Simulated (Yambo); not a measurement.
Yambo run on LuBrO (space group P4/nmm, No. 129). The wavefunctions come from this Quantum ESPRESSO step (PBEsol, PseudoDojo standard norm-conserving files, scalar-relativistic):

```
&CONTROL
  calculation = 'nscf'
  pseudo_dir = './pseudo'
  outdir = './out'
/
&SYSTEM
  ibrav = 0
  nat = 6
  ntyp = 3
  ecutwfc = 100.0
  ecutrho = 400.0
  occupations = 'fixed'
  force_symmorphic = .true.
  nbnd = 192
/
&ELECTRONS
  conv_thr = 6.000000000000001e-09
  diago_full_acc = .true.
  diago_thr_init = 1e-08
/
ATOMIC_SPECIES
O 15.9990 O.upf
Br 79.9040 Br.upf
Lu 174.9668 Lu.upf
CELL_PARAMETERS angstrom
  3.754025580000   0.000000000000   0.000000000000
  0.000000000000   3.754025580000   0.000000000000
  0.000000000000   0.000000000000   8.286000080000
ATOMIC_POSITIONS crystal
O   0.000000000000   0.000000000000   0.500000000000
O   0.500000000000   0.500000000000   0.500000000000
Br   0.500000000000   0.000000000000   0.167410456400
Br   0.000000000000   0.500000000000   0.832589543600
Lu   0.000000000000   0.500000000000   0.365357124700
Lu   0.500000000000   0.000000000000   0.634642875300
K_POINTS automatic
4 4 1 0 0 0
```

Yambo input:

```
rim_cut
gw0
dyson
el_el_corr
HF_and_locXC
ppa
em1d
RandQpts= 1000000
RandGvec= 1 Ry
EXXRLvcs= 100 Ry
VXCRLvcs= 400 Ry
Chimod= "HARTREE"
% BndsRnXp
 3 | 191 |
%
NGsBlkXp= 7 Ry
% LongDrXp
 1.0 | 1.0 | 1.0 |
%
PPAPntXp= 27.2114 eV
% GbndRnge
 1 | 191 |
%
GTermKind= "BG"
DysSolver= "n"
ExtendOut
% QPkrange
 1 | 1 | 38 | 39 |
 3 | 3 | 38 | 39 |
 6 | 6 | 38 | 39 |
%
```

k points by index: 1 = Γ, 3 = X, 6 = M.

The o-*.qp file then holds:

```
#    K-point    Band    Eo [eV]    E [eV]    E-Eo [eV]    Vxc [eV]    Vnlxc [eV]    Sc|Eo [eV]    Sc|E [eV]    dSc/dw|Eo [eV]    Re(Z)    Im(Z)
#
    1    38    0.000000    -0.938241    -0.938241    -15.25964    -19.04394    2.630264    2.846065    -6.258121    0.813019    -0.001168
    1    39    4.054165    4.640354    0.586188    -10.49145    -6.135300    -3.659589    -3.769966    -5.123016    0.841560    -0.974945E-3
    3    38    -0.430403    -1.399727    -0.969324    -14.26663    -17.71985    2.269090    2.483894    -6.029499    0.818610    -0.001202
    3    39    5.490632    6.155569    0.664937    -12.36423    -8.010161    -3.559283    -3.689127    -5.313054    0.836643    -0.820858E-3
    6    38    -0.605846    -0.642623    -0.036776    -22.67154    -27.26043    4.542152    4.552108    -7.343573    0.787479    -0.001240
    6    39    4.736569    5.286088    0.549519    -11.21532    -7.028895    -3.529756    -3.636901    -5.304832    0.836855    -0.998681E-3
```
(The two width columns are left out.) Convergence of these settings isn't established.

Spin-orbit coupling is not included.

Geometry relaxed with PBE+D3(BJ).
